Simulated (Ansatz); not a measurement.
## Guessed and relaxed cells of Li₃Ta₂Sb₃

The guess for Li₃Ta₂Sb₃ was made by a generator: random cell by space group and Wyckoff sites (Pm-3m, No. 221). Its size is a rough estimate.

start.cif

```cif
data_structure
_symmetry_space_group_name_H-M 'P 1'
_symmetry_Int_Tables_number 1
_cell_length_a 5.5994
_cell_length_b 5.5994
_cell_length_c 5.5994
_cell_angle_alpha 90.000
_cell_angle_beta 90.000
_cell_angle_gamma 90.000
_cell_volume 175.56
loop_
_atom_site_label
_atom_site_type_symbol
_atom_site_fract_x
_atom_site_fract_y
_atom_site_fract_z
_atom_site_occupancy
Li1 Li 0.00000 0.50000 0.50000 1
Li2 Li 0.50000 0.00000 0.50000 1
Li3 Li 0.50000 0.50000 0.00000 1
Ta1 Ta 0.00000 0.00000 0.00000 1
Ta2 Ta 0.50000 0.50000 0.50000 1
Sb1 Sb 0.50000 0.00000 0.00000 1
Sb2 Sb 0.00000 0.50000 0.00000 1
Sb3 Sb 0.00000 0.00000 0.50000 1
```

Method: DFT PBE, scalar-relativistic, plane waves, PAW in Ansatz. Cutoff 420 eV, Gaussian smearing, Γ-centred meshes. Cell and atoms relax first on a coarse mesh and then on a finer one. In between, the cell is made exact in the group found at 0.06 Å. In metals the finer mesh still leaves noise of several meV/atom or more. The steps can't lower the symmetry of their start. No spin polarisation.

end.cif

```cif
data_structure
_symmetry_space_group_name_H-M 'P 1'
_symmetry_Int_Tables_number 1
_cell_length_a 5.5905
_cell_length_b 5.5905
_cell_length_c 5.5905
_cell_angle_alpha 90.000
_cell_angle_beta 90.000
_cell_angle_gamma 90.000
_cell_volume 174.72
loop_
_atom_site_label
_atom_site_type_symbol
_atom_site_fract_x
_atom_site_fract_y
_atom_site_fract_z
_atom_site_occupancy
Li1 Li 0.00000 0.50000 0.50000 1
Li2 Li 0.50000 0.00000 0.50000 1
Li3 Li 0.50000 0.50000 0.00000 1
Ta1 Ta 0.00000 0.00000 0.00000 1
Ta2 Ta 0.50000 0.50000 0.50000 1
Sb1 Sb 0.50000 0.00000 0.00000 1
Sb2 Sb 0.00000 0.50000 0.00000 1
Sb3 Sb 0.00000 0.00000 0.50000 1
```

The symmetry stays Pm-3m (No. 221). The volume per atom stays near 21.8 Å³. The shortest distance stays 2.80 Å (Li–Sb, Li–Ta and Ta–Sb).

```yaml
Volume_per_atom: 21.84 Å³
Density: 7.11 g/cm³
Energy_over_the_elements: +0.61 eV/atom
Gap_on_the_8×8×8_mesh_of_the_8-atom_cell: 0 eV (a metal)
```

The zero of energy is the elements' standard structures at the same level; no fitted shifts are applied. A positive value: parting into the elements would lower its energy.

The last run used Gaussian smearing of 0.10 eV. Spin–orbit coupling, which can matter for Sb and Ta, is left out. A structure relaxed within its symmetry needn't be a true minimum. In all, the 3 runs took 77 s on 1 thread of Arm Neoverse V2, on a shared host.
